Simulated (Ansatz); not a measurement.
An ordered 6-atom cell of SiGe2 on the diamond lattice (P3m1), relaxed with r2SCAN. It is trigonal, P3m1 (No. 156); conventional cell a = 3.954 Å, c = 9.658 Å, 21.79 Å³ an atom. Around Si lie 4 Ge at 2.39–2.41 Å; around Si lie 4 Ge at 2.40–2.41 Å; around Ge lie 4 Ge at 2.43–2.45 Å; around Ge lie 4 Si at 2.40–2.41 Å; around Ge lie 3 Si at 2.41 Å and 1 Ge at 2.45 Å; around Ge lie 1 Si at 2.39 Å and 3 Ge at 2.43 Å.

```
Si Ge
1.0
     3.95384    0.00000    0.00000
    -1.97692    3.42413    0.00000
     0.00000    0.00000    9.65835
Si Ge
2 4
Direct
  0.00000 0.00000 0.99829
  0.66667 0.33333 0.66811
  0.33333 0.66667 0.33322
  0.66667 0.33333 0.91688
  0.33333 0.66667 0.58727
  0.00000 0.00000 0.24622
```

The questions ask for values computed with the plane-wave code Ansatz on this geometry. (Calculated; non-magnetic; the phase may be known or hypothetical.)

Q: Is there a gap with r2SCAN, and of what kind?

A: r2SCAN gives an indirect gap of 0.74 eV, from Γ to k = (0, 0.411, 0.182); the least direct gap is 1.04 eV at Γ.

Q: How does the gap change from r2SCAN to PBE+SOC (12×12×4)?

A: PBE+SOC gives an indirect gap of 0.45 eV, from Γ to k = (0, 0.411, 0.182); the least direct gap is 0.64 eV at Γ. The gap differs by -0.29 eV from r2SCAN's.

Q: What does HSE06 give for the gap (6×6×2 mesh)?

A: With HSE06 the valence top lies at Γ and the conduction bottom at k = (0, 0.411, 0.182), 1.04 eV higher; the smallest vertical gap, at Γ, is 1.42 eV. The gap differs by +0.30 eV from r2SCAN's.

Q: How does the gap change from r2SCAN to PBE0 (6×6×2)?

A: With PBE0 the valence top lies at Γ and the conduction bottom at k = (0, 0.411, 0.182), 1.67 eV higher; the smallest vertical gap, at Γ, is 2.03 eV. The gap differs by +0.93 eV from r2SCAN's.

Q: Roughly how does the cost of the PBE+SOC run (12×12×4) compare with r2SCAN's (12×12×4)?

A: About 4 times as much (5 core-minutes against 80 core-seconds, on 4 threads of Arm Neoverse V2 (shared host)).

Only the levels marked +SOC include spin-orbit coupling.

Where an edge lies off the special points, it is a point of the mesh or the k point where a search put PBE's edge or least direct gap, reused for the other functionals, whose own edges may lie a little apart.

Coordinates of k points refer to the reciprocal vectors of the primitive cell of the runs.

The meshes of the hybrids are coarse, so their gaps aren't converged to the digits shown.

PBE's own run along the path (0.56 eV) came before the search for the edges and missed one, so it isn't listed.
